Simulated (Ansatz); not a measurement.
NiS:
```yaml
crystal:
  lattice:
    - [4.70282, 2.71518, 1.03186]
    - [-4.70282, 2.71518, 1.03186]
    - [0.00000, -5.43035, 1.03186]
  atoms:
    - { symbol: Ni, position: [0.66164, 0.39708, 0.39708] }
    - { symbol: Ni, position: [0.39708, 0.66164, 0.39708] }
    - { symbol: Ni, position: [0.39708, 0.39708, 0.66164] }
    - { symbol: S, position: [0.78179, 0.11892, 0.11892] }
    - { symbol: S, position: [0.11892, 0.78179, 0.11892] }
    - { symbol: S, position: [0.11892, 0.11892, 0.78179] }
```

Relaxed with PBEsol. Special points in fractions of this cell's reciprocal vectors: Γ (0.000, 0.000, 0.000); L (0.500, 0.000, 0.000); T (0.500, -0.500, 0.500); P0 (0.191, -0.809, 0.191); P2 (0.191, 0.191, 0.191); F (0.500, -0.500, 0.000).

Task: List the band energies nearest the Fermi level at these points for PBEsol (plane waves, PAW; program Ansatz).

Result: In eV from the Fermi level; about four levels below and three above (degenerate sets whole), none deeper than 8.9 eV; points with the same levels are listed once.

| k | below | above |
|---|---|---|
| Γ | -1.68 -1.68 -1.03 -0.22 | 0.78 0.78 1.01 1.01 |
| L | -1.62 -1.47 -1.26 -1.13 | 0.48 0.65 1.02 |
| T | -1.63 -1.63 -1.51 -0.80 -0.80 | 0.38 0.38 1.57 |
| P0 | -1.65 -1.65 -1.21 -0.83 -0.83 | 0.32 0.32 0.79 |
| F | -1.76 -1.66 -1.29 -1.00 | 0.01 0.72 1.08 |

Space group R3m. The first step of the workflow began from a Materials Project structure, measured or hypothetical; the Crystallography Open Database files this formula in space group No. 160, but the cells were not matched. Its standing as an ambient phase is unchecked. The cell was relaxed with PBEsol under the symmetry of its start; whether a distortion lowers the energy is not shown. The run is not spin-polarised.

Potentials: the later of the program's two PAW sets.
